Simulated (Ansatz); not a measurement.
Ansatz 0.2.0, relaxation: LaBeAsO

The command:

```bash
ansatz run input.yaml --threads 1 --pin off --max-ram 2560MiB --backend cpu --events-out ev --progress --plain --runs-dir out
```

Input:

```yaml
crystal:
  lattice:
    - [3.938835, 0.0, 0.0]
    - [0.0, 3.938835, 0.0]
    - [0.0, 0.0, 8.758673]
  atoms:
    - { symbol: La, position: [0.25, 0.25, 0.1365] }
    - { symbol: La, position: [0.75, 0.75, 0.8635] }
    - { symbol: Be, position: [0.75, 0.25, 0.5] }
    - { symbol: Be, position: [0.25, 0.75, 0.5] }
    - { symbol: As, position: [0.25, 0.25, 0.6625] }
    - { symbol: As, position: [0.75, 0.75, 0.3375] }
    - { symbol: O, position: [0.75, 0.25, 0.0] }
    - { symbol: O, position: [0.25, 0.75, 0.0] }
  symmetry: { tolerance: 0.0003 }
kpoints:
  mp_grid: { grid: [5, 5, 2], shift: [0, 0, 0] }
magnetization:
  spin_polarized: false
scf:
  occupations: { method: fermi_dirac }
  n_extra_bands: 32
hamiltonian:
  pseudopotentials: { kind: paw }
  xc: r2scan
basis:
  ecutwfc: 500
output:
  forces: true
  stress: true
  eigenvalues: true
relax:
  max_steps: 40
  cell: {}
```

Origin of the cell: a known structure type with other elements, at an estimated volume, so it need not be a known compound.

The smearing width isn't typed, so it takes its default of 0.1 eV.

Output (shortened):

```
scf.n_extra_bands = 32 over 34 filled bands (N_el = 68.0): the run solves 66 bands
Pseudopotentials: kind: paw
Pseudopotential: La, paw, valence charge 11, recommended cutoff 500 eV (meta_gga), La.paw.azcp
Pseudopotential: Be, paw, valence charge 2, recommended cutoff 500 eV (meta_gga), Be.paw.azcp
Pseudopotential: As, paw, valence charge 15, recommended cutoff 500 eV (meta_gga), As.paw.azcp
Pseudopotential: O, paw, valence charge 6, recommended cutoff 500 eV (meta_gga), O.paw.azcp
Functional definition: r2SCAN
  exchange = r2scan_x(k0 = k0, k1 = k1, a1 = a1)
  correlation = r2scan_c
Crystal: 8 atoms, lattice volume = 135.886 Å³
Basis set: ecut = 500 eV, 3431 PW (Γ), exchange–correlation on 120×120×256 points (64 copies of the dense FFT grid, shifted against one another)
[… 16 lines left out …]
Initial density: superposition of atomic densities (neutral atoms: chi_scale 0, normalization atom), corrected by the library's trained network
Functional: x = r2scan, c = r2scan; τ floored in thin density (d = 2e-4 eV/Å³)
SCF iter   1: F=—  HF=-23593.042453 eV  Δρ=1.04e-2  dr2=2.26e-1  dr2_τ=2.14e-1  defer=13
SCF iter   2: F=—  HF=-23593.229469 eV  Δρ=4.46e-3  dr2=2.37e-2  dr2_τ=4.49e-3  defer=254
SCF iter   3: F=—  HF=-23593.225781 eV  Δρ=1.74e-3  dr2=4.28e-3  dr2_τ=3.03e-4  defer=254
SCF iter   4: F=—  HF=-23593.225591 eV  Δρ=6.22e-4  dr2=3.23e-4  dr2_τ=3.59e-5  defer=254
SCF iter   5: F=—  HF=-23593.225712 eV  Δρ=3.22e-4  dr2=1.38e-4  dr2_τ=1.42e-5  defer=254
SCF iter   6: F=—  HF=-23593.225680 eV  Δρ=6.67e-5  dr2=5.96e-6  dr2_τ=1.85e-7  defer=254
SCF iter   7: F=—  HF=-23593.225687 eV  Δρ=2.04e-5  dr2=9.73e-7  dr2_τ=3.45e-8  defer=253
SCF iter   8: F=-23593.225687 eV  HF=-23593.225687 eV  Δρ=5.38e-6  dr2=3.78e-8  dr2_τ=1.01e-9
relax step   1: F+E_penalty+E_count = -23593.225687 eV  Δ(F+E_penalty+E_count) = +0.000e0 eV  max|allowed force component| = 1.465e0 eV/Å  Δτ_max = 0.0000 Å  P = +4.249 GPa  Ω = 135.886 Å³  ( […]
relax step   2: F+E_penalty+E_count = -23593.468295 eV  Δ(F+E_penalty+E_count) = -2.426e-1 eV  max|allowed force component| = 1.024e0 eV/Å  Δτ_max = 0.1948 Å  P = -3.230 GPa  Ω = 143.078 Å³ […]
relax step   3: F+E_penalty+E_count = -23593.528923 eV  Δ(F+E_penalty+E_count) = -6.063e-2 eV  max|allowed force component| = 3.391e-1 eV/Å  Δτ_max = 0.0691 Å  P = -1.239 GPa  Ω = 143.141 Å³ […]
relax step   4: F+E_penalty+E_count = -23593.530630 eV  Δ(F+E_penalty+E_count) = -1.707e-3 eV  max|allowed force component| = 3.394e-1 eV/Å  Δτ_max = 0.0012 Å  P = -1.137 GPa  Ω = 142.924 Å³ […]
relax step   5: F+E_penalty+E_count = -23593.544091 eV  Δ(F+E_penalty+E_count) = -1.346e-2 eV  max|allowed force component| = 2.956e-1 eV/Å  Δτ_max = 0.0487 Å  P = +0.392 GPa  Ω = 138.771 Å³ […]
relax step   6: F+E_penalty+E_count = -23593.554999 eV  Δ(F+E_penalty+E_count) = -1.091e-2 eV  max|allowed force component| = 1.033e-2 eV/Å  Δτ_max = 0.0314 Å  P = +0.029 GPa  Ω = 139.799 Å³ […]
relax step   7: F+E_penalty+E_count = -23593.554997 eV  Δ(F+E_penalty+E_count) = +1.769e-6 eV  max|allowed force component| = 9.132e-4 eV/Å  Δτ_max = 0.0012 Å  P = -0.001 GPa  Ω = 139.871 Å³ […]
relax step   8: F+E_penalty+E_count = -23593.555961 eV  Δ(F+E_penalty+E_count) = -9.640e-4 eV  max|allowed force component| = 8.069e-4 eV/Å  Δτ_max = 0.0000 Å  P = -0.007 GPa  Ω = 139.871 Å³  stress off target by 2.47e-2 GPa […]
SCF 8 converged in 6 iterations: F = -23593.555961 eV  dr2 = 5.03e-12
basis re-selected at this cell: Δ(F+E_penalty+E_count) = -9.640e-4 eV, ΔP = -0.006 GPa vs the last step (what re-selecting the basis moved, of the pressure what is left beyond the Pulay corre […]
SCF converged after 6 iterations
Free energy (F): -23593.555961 eV
Harris-Foulkes:  -23593.555961 eV  (|F-HF|=7.28e-12)
Internal energy: -23593.555702 eV  (E = F + TS)
E sigma→0 (E₀):  -23593.555832 eV
Entropy (-TS):   -0.000259 eV (-0.032 meV/atom)
Fermi energy:    10.851746 eV
--- Per-component energies (eV) ---
  E_band       = -528.322687
  E_kinetic    = 986.040233
  E_local      = -5076.771243  (includes V_loc(G=0)·N_el)
  E_nonlocal   = -1047.657922
  E_hartree    = 2542.064612
  E_xc         = -600.593667
  E_vxc        = -749.659508  (∫ρ·V_xc dr)
  E_paw        = -15014.311928  (= ΣΔE_a)
  E_vpaw       = 235.109786  (= ΣTr[D̂ρ^β])
  E_aug_tail   = 0.001988  (compensation charges beyond the density's cutoff)
  E_vtau       = 40.484888  (kinetic-family band-sum trace: ∫τ·v_τ [+ j·A + Jᵃ·Aᵃ] dr)
  E_ewald      = -5379.462049
  E_core_change = -2.865727  (= ΣΔE_core)
  E_smearing   = -0.000259  (= −TS)
  Σ components = -23593.555961   (vs F -23593.555961, Δ=0.00e0)
--- Forces (eV/Å), atoms counted from 1 ---
  atom   1  La     0.000000     0.000000    -0.000023
  atom   2  La     0.000000     0.000000     0.000023
  atom   3  Be     0.000000     0.000000     0.000000
  atom   4  Be     0.000000     0.000000    -0.000000
  atom   5  As     0.000000     0.000000    -0.000807
  atom   6  As     0.000000     0.000000     0.000807
  atom   7  O      0.000000     0.000000     0.000000
  atom   8  O      0.000000     0.000000    -0.000000
  max |Σ_I F_I| component: 2.78e-17 eV/Å
--- Stress (GPa, compression-positive) ---
        0.002504       0.000000       0.000000
        0.000000       0.002504       0.000000
        0.000000       0.000000      -0.024689
  P = ⅓ Tr σ = -0.0066 GPa (-0.066 kbar)
--- Relaxed structure (7 steps of the walk, 7 accepted, 1 SCFs on fresh bases) ---
  F+E_penalty+E_count = -23593.555961 eV   max|allowed force component| = 8.069e-4 eV/Å   (the final SCF, on the basis selected at the relaxed cell)
  cell:  # Å, volume = 139.8706 Å³
    - [3.963794, 0.0, 0.0]
    - [0.0, 3.963794, 0.0]
    - [0.0, 0.0, 8.902340]
  atoms:
    - { symbol: La, position: [0.250000, 0.250000, 0.142834] }
    - { symbol: La, position: [0.750000, 0.750000, 0.857166] }
    - { symbol: Be, position: [0.750000, 0.250000, 0.500000] }
    - { symbol: Be, position: [0.250000, 0.750000, 0.500000] }
    - { symbol: As, position: [0.250000, 0.250000, 0.644823] }
    - { symbol: As, position: [0.750000, 0.750000, 0.355177] }
    - { symbol: O, position: [0.750000, 0.250000, 0.0] }
    - { symbol: O, position: [0.250000, 0.750000, 0.0] }
```

Caveats: no spin-orbit coupling, though heavy elements are present; the relaxation held the start's symmetry, so the end may be a saddle point.

The run took 43 s of wall time on 1 CPU thread(s) of a shared host, from the program's own first density.
